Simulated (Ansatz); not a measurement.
A distorted cell of AgCl (rock salt):

```
AgCl
1.0
    0.00000     5.61150     5.61150
    2.80575     0.00000     2.80575
    2.80575     2.80575     0.00000
Cl Ag
2 2
Cartesian
  0.00000   0.00000   0.00000
  2.80575   5.61150   2.80575
  2.73647   2.87503   2.87503
  2.87503   5.54221   5.54221
```

Method: PBE (plane waves to 420 eV, PAW, scalar-relativistic; Ansatz, a program for electronic structure). k mesh 5×10×10 (Γ-centred), Fermi-Dirac smearing 0.05 eV. Compression counts positive. AgCl was relaxed with its symmetry unable to fall.

Problem. Predict the force on every atom, in eV/Å.

Solution. 
```
atom      Fx      Fy      Fz
----  ------  ------  ------
Cl1    0.000   0.000   0.000
Cl2    0.000   0.000   0.000
Ag3    0.238  -0.238  -0.238
Ag4   -0.238   0.238   0.238
```

(A displaced cell: forces are minus the slopes of the energy, force constants its curvatures, and phonons follow from these.)
